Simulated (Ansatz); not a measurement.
# Au: computed property card

Au:
```
CELL_PARAMETERS angstrom
      2.90341     0.00000     0.00000
     -1.45170     2.51442     0.00000
      0.00000     0.00000     4.81870
ATOMIC_POSITIONS crystal
  Au 0.33333 0.66667 0.75000
  Au 0.66667 0.33333 0.25000
```

Space group P6_3/mmc (No. 194), hcp (Mg type); conventional cell a = b = 2.9034 Å, c = 4.8187 Å, α = β = 90.00°, γ = 120.00°.

Method: DFT-r²SCAN in the program Ansatz with PAW potentials. Geometry: relaxed at this level of theory. Other levels are named where they apply.

Cell and energy:

```json
{
 "volume_per_atom": "17.59 Å³",
 "density": "18.59 g/cm³"
}
```

Electronic structure:

```json
{
  "electronic_character": "metallic (no gap)",
  "Density of states at the Fermi level": "0.29 states/eV per atom (mean over ±0.08 eV)",
  "Gap with spin–orbit coupling": "none (metallic)"
}
```

Mechanics:

```json
{
  "Bulk modulus (Birch–Murnaghan fit)": "149 GPa",
  "Pressure derivative B′": "6.0",
  "Elastic constants (relaxed ions, GPa)": "C11 = 184, C12 = 146, C13 = 125, C33 = 198, C44 = 21.9",
  "mechanical_stability": "stable (all eigenvalues of C positive)",
  "hill_bulk_and_shear_moduli": "151 and 23.2 GPa",
  "Young's modulus": "66.2 GPa",
  "Poisson's ratio": "0.43",
  "debye_temperature_from_the_elastic_constants": "145 K"
}
```

Phonons:

```json
{
 "highest_zone_centre_frequency": "4.13 THz",
 "zone_centre_stability": "no imaginary mode at Γ"
}
```

The workflow started from an entry of the Crystallography Open Database (COD), which files this formula under 2 space groups. It is not the phase usual at ambient conditions (space group No. 225). Symmetry was held in the r²SCAN relaxation. As this level gives no gap, shear constants depend on the k-mesh and smearing (Fermi–Dirac, 0.1 eV here). As this level gives no gap, phonon frequencies hold no LO–TO term and depend on the k-mesh and smearing (Fermi–Dirac, 0.1 eV here). Axis ratios of metals converge slowly with the k-mesh, so a and c are less sure than the volume. On the denser mesh and wider smearing of the elastic run this cell carries a stress of 0.5 GPa. Scalar-relativistic: spin–orbit coupling is off unless named, which matters more the heavier the elements.

Potentials: the later of the program's two PAW sets.
